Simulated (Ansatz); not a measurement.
A relaxed structure of PtSe2 is spoiled in several ways and relaxed again each time (noise and exchanges are one random draw each; pressure is positive under compression). All values below come from r2SCAN (plane waves to 500 eV, PAW, scalar-relativistic; Ansatz, a quantum-chemistry and plane-wave program).

```cif
data_PtSe2
_chemical_formula_sum 'Pt1 Se2'
_space_group_name_H-M_alt 'P-3m1'
_space_group_IT_number 164
_space_group_name_Hall '-P 3 2"'
_cell_length_a 3.71687
_cell_length_b 3.71687
_cell_length_c 5.83020
_cell_angle_alpha 90.000
_cell_angle_beta 90.000
_cell_angle_gamma 120.000
loop_
_atom_site_label
_atom_site_type_symbol
_atom_site_symmetry_multiplicity
_atom_site_Wyckoff_symbol
_atom_site_fract_x
_atom_site_fract_y
_atom_site_fract_z
_atom_site_occupancy
Pt1 Pt 1 a 0.00000 0.00000 0.00000 1
Se1 Se 2 d 0.33333 0.66667 0.22495 1
```

```csv
change,first pressure (GPa),largest first force (eV/Å),released (eV/atom),moves,outcome,final group,E − E(parent) (eV/atom)
with one Se and one Pt atom exchanged in a cell of 3 atoms,5.8,3.06,1.21,17,returns to the parent,P-3m1,0.000
with one Se and one Pt atom exchanged in a cell of 3 atoms,5.8,3.06,1.21,17,returns to the parent,P-3m1,0.000
"doubled along one cell vector, shaken by Gaussian noise of σ = 0.08 Å a coordinate",1.3,2.76,0.06,7,returns to the parent,P-3m1,0.000
```

First-step values come from each run's starting, coarser k-mesh (7×7×4, 7×7×2). Each cell has its own k-point mesh; energy differences are given only to the digits this allows. No spin polarisation in the result.
